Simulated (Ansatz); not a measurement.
## NaLaMnMoO6 and the effect of the pressure

The cell as given:

```
Na La Mn Mo O
1.0
     0.00000    3.86259    3.86259
     3.86259    0.00000    3.86259
     3.86259    3.86259    0.00000
Na La Mn Mo O
1 1 1 1 6
Direct
  0.25000 0.25000 0.25000
  0.75000 0.75000 0.75000
  0.50000 0.50000 0.50000
  0.00000 0.00000 0.00000
  0.74662 0.25338 0.25338
  0.25338 0.25338 0.74662
  0.25338 0.74662 0.25338
  0.74662 0.25338 0.74662
  0.74662 0.74662 0.25338
  0.25338 0.74662 0.74662
```

The cell comes from a database or a generator and needn't be the stable form of this composition.

Kept alike: task relaxation of cell and atoms; functional PBE; k mesh 5 × 5 × 5; occupations fermi-dirac, width 0.05 eV; collinear spin, ferromagnetic start. Program: Ansatz, Ansatz PAW, cutoff 420 eV. The mesh is that of the run's cell of 10 atoms. No spin-orbit coupling.

| run | volume (Å³/atom) | largest site moment (μB) |
| --- | --- | --- |
| A | 10.968 | 1.55 |
| B | 11.418 | 1.76 |
| C | 10.542 | 1.47 |
| D | 11.235 | 1.66 |

The relaxations keep at least the cell's symmetry (F-43m). For a metal such a mesh leaves the last digits unconverged. The runs follow the start's structure, whether or not it is the stable one at these pressures. Ansatz's relaxations hold a Pulay term in the stress (up to 0.7 GPa here). P is the pressure aimed at, which the runs meet within some hundredths to tenths of a GPa. The runs hold the magnetic state that their start led to, which needn't be the lowest. Site moments count inside each atom's sphere or projector.

Task: The runs differ in the pressure alone: 2; 5; 10; 20 GPa. Which run is which?

Result: Run A is 10 GPa; run B is 2 GPa; run C is 20 GPa; run D is 5 GPa. The volume falls from 11.418 to 10.542 Å³/atom between 2 and 20 GPa. The volume falls ever more slowly, since the solid stiffens under load. The largest site moment falls from 1.76 to 1.47 μB between 2 and 20 GPa.
